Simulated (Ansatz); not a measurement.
Ti₂Co under pressure

These are results of Ansatz, DFT PBEsol, scalar-relativistic, plane waves, PAW, not measurements. Plane waves to 420 eV; Γ-centred k mesh 10×10×10; Gaussian smearing of 0.20 eV. Collinear spin, site moments 0.0, 0.0, 0.0, 0.0, 1.0, 1.0 μB. Phonons by linear response, acoustic sum rule imposed.

Relaxed structure:
```
Ti Co
1.0
     0.00000    3.49088    3.49088
     3.49088    0.00000    3.49088
     3.49088    3.49088    0.00000
Ti Co
4 2
Direct
  0.12500 0.12500 0.12500
  0.62500 0.12500 0.12500
  0.12500 0.12500 0.62500
  0.12500 0.62500 0.12500
  0.50000 0.50000 0.50000
  0.75000 0.75000 0.75000
```

In a metal, frequencies and elastic constants depend on the k mesh and the smearing, soft modes and shear constants most.

Question: The cell is relaxed again at 15 GPa. How do volume, gap and optical modes at Γ (cm⁻¹, counted from the lowest optical one; a degenerate one stands once) change?

Answer:
```
          0 GPa  15 GPa
    V/V0  1.000   0.901
gap (eV)   0.00    0.00
  mode 1   143i    152i
  mode 4   104i     90i
  mode 6    120     161
  mode 9    139     179
 mode 12    263     270
 mode 15    450     510
```